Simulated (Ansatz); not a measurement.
NbP (CsCl type, Pm-3m) at seven volumes, PBE (plane waves, PAW; program Ansatz), scaled uniformly. One row is withheld.

| V (Å³/atom) | P (GPa) |
|---|---|
| 13.679 | 22.05 |
| 14.130 | 13.49 |
| 14.581 | 6.21 |
| 15.032 | 0.00 |
| 15.483 | -5.30 |
| 15.934 | -9.82 |
| 16.385 | ? |

Q: Fit the shown pressures and predict the withheld one.

A: P = (3/2)B₀(x^(7/2) − x^(5/2))[1 + (3/4)(B′ − 4)(x − 1)] with x = (V₀/V)^(2/3). Least squares on the six rows gives V₀ = 15.032 Å³/atom, B₀ = 191 GPa, B′ = 4.29. At V = 16.385, x = 0.9442 and P = -13.69 GPa. The run itself gave -13.66 GPa.

A made-up cell: these elements were put on the sites of a structure type; neither database checked (COD, Materials Project) lists it. COD files the formula under space group No. 141, so this cell is another polymorph or a model. Whether it is the stable phase at ambient conditions was not checked. The cell was relaxed with PBE under the symmetry of its start; whether a distortion lowers the energy is not shown. No spin polarisation was allowed.

Potentials: the later of the program's two PAW sets.
